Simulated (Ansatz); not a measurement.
ZnPtC6N6: a ladder of calculations

Cell of run 1: an entry of the Crystallography Open Database (COD).

```cif
data_ZnPtC6N6
_symmetry_space_group_name_H-M 'Fm-3m'
_symmetry_Int_Tables_number 225
_cell_length_a 10.5241
_cell_length_b 10.5241
_cell_length_c 10.5241
_cell_angle_alpha 90.000
_cell_angle_beta 90.000
_cell_angle_gamma 90.000
loop_
_atom_site_label
_atom_site_type_symbol
_atom_site_symmetry_multiplicity
_atom_site_Wyckoff_symbol
_atom_site_fract_x
_atom_site_fract_y
_atom_site_fract_z
Zn Zn 4 b 0.5000 0.5000 0.5000
Pt Pt 4 a 0.0000 0.0000 0.0000
C C 24 e 0.5000 0.5000 0.1934
N N 24 e 0.5000 0.5000 0.2965
```

One atom of each set is listed; the run and its k-mesh use a cell of 14 atoms with edges of 7.44, 7.44, 7.44 Å.

Relaxed positions (PBE, cell held):

Zn (0.5000, 0.5000, 0.5000)
Pt (0.0000, 0.0000, 0.0000)
C (0.5000, 0.5000, 0.1902)
N (0.5000, 0.5000, 0.3001)

All runs are DFT with Ansatz 0.2.0 (plane waves and PAW, scalar-relativistic unless spin–orbit coupling is named, Γ-centred meshes, Fermi–Dirac smearing where given) in this cell.

Run 1: PBE, atoms as given; 420 eV, 5×5×5 k-points, smearing 0.05 eV.
Run 2: PBE, atoms relaxed; 420 eV, 5×5×5 k-points, smearing 0.05 eV.
Run 3: r2SCAN, at the relaxed atoms; 500 eV, 5×5×5 k-points, smearing 0.05 eV.
Run 4: PBE with spin–orbit coupling, at the relaxed atoms; 420 eV, 5×5×5 k-points, smearing 0.05 eV.

| run | C V_zz (η) | N V_zz (η) |
| --- | --- | --- |
| 1 | -4.02 (0.00) | -7.19 (0.00) |
| 2 | -3.78 (0.00) | -5.81 (0.00) |
| 3 | ? | ? |
| 4 | -3.78 (0.00) | -5.82 (0.00) |

V_zz in 10²¹ V/m²; 2 of the 4 sets of like atoms are followed.

(1) Estimate the row of run 3.

Results:

(1) C: -4.13 (0.00); N: -6.09 (0.00). It lies nearest to run 4, from whose tensors on these sites it differs by 0.35 at most (largest principal value of the difference, on C). Taken one at a time, the positions of the atoms (as given or relaxed) move the tensors on these sites by up to 1.37 (largest principal value of the change, on N), the functional (r2SCAN with its higher cutoff) by 0.36 (C), spin–orbit coupling by 0.01.

The database entry as given showed forces above 3 eV/Å or a pressure above 30 GPa, though relaxing it moves no atom far. In runs 1, 3 the atoms aren't at the calculated equilibrium (largest force 11, 0.81 eV/Å). The cell isn't the equilibrium one in run 1 (calculated pressure 12 GPa), and the entry's cell may itself be off.
